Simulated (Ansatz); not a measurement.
LaGe3W: reading a single point

```
La W Ge
1.0
     3.13479    5.42961    0.00000
    -3.13479    5.42961    0.00000
     0.00000    0.00000    5.83033
La W Ge
2 2 6
Cartesian
  -0.0003 3.6199 4.3727
  -0.0003 7.2393 1.4576
  0.0000 0.0000 0.0000
  0.0000 0.0000 2.9152
  0.0000 2.0996 1.4576
  1.3165 6.4794 4.3727
  1.3165 4.3798 1.4576
  0.0000 8.7596 4.3727
  -1.3165 4.3798 1.4576
  -1.3165 6.4794 4.3727
```

Level: r2SCAN, no spin polarisation; 500 eV; 6×6×6 Γ-centred mesh; fermi-dirac occupations (width 0.1 eV); Ansatz 0.2.0, fixed geometry.

**Question.** Is it stable against the elements?

**Answer.** -0.38 eV an atom against the elements' usual phases (free molecules for gases, crystals otherwise, with no correction for O₂ or N₂), so it is bound against them; other compounds may still compete. Relaxing would lower it.

**Question.** Is the cell too large or too small?

**Answer.** The pressure is 1.3 GPa (compression positive), so with the atoms held at these fractions the cell would first expand; the forces are large, so a full relaxation may end otherwise. The principal stresses 0.0, 2.0, 2.0 GPa differ, so its shape would change too.

**Question.** Where is the largest force?

**Answer.** The largest is on Ge10 (and as large on other atoms): 1.03 eV/Å, components (0.89, 0.52, 0.00). It makes 145° with the line to a nearest neighbour, W3 at 2.56 Å, pointing away from it.

**Question.** Describe some of the short contacts.

**Answer.** W–Ge at 2.56 Å: least valence density 0.45 e/Å³ and ELF 0.39 there. Ge–Ge at 2.63 Å: least valence density 0.36 e/Å³ and ELF 0.60 there. W–W at 2.92 Å: least valence density 0.35 e/Å³ and ELF 0.41 there. Both are smooth PAW fields, read partly inside the augmentation spheres.

**Question.** Which element gives electrons and which takes them?

**Answer.** Bader charges in e: La +1.53, Ge -0.62, W +0.34. In the mean La gives up most and Ge takes most.

**Question.** What happens at the Fermi level?

**Answer.** It is a metal, with about 3.5 states/eV a cell as the mean within 0.25 eV of the Fermi level, mostly W d (45 %) and Ge p (29 %).

Origin: a known structure type with other elements, at an estimated volume, so it need not be a known compound. Caveats: f levels without a U or exact exchange are poorly placed.
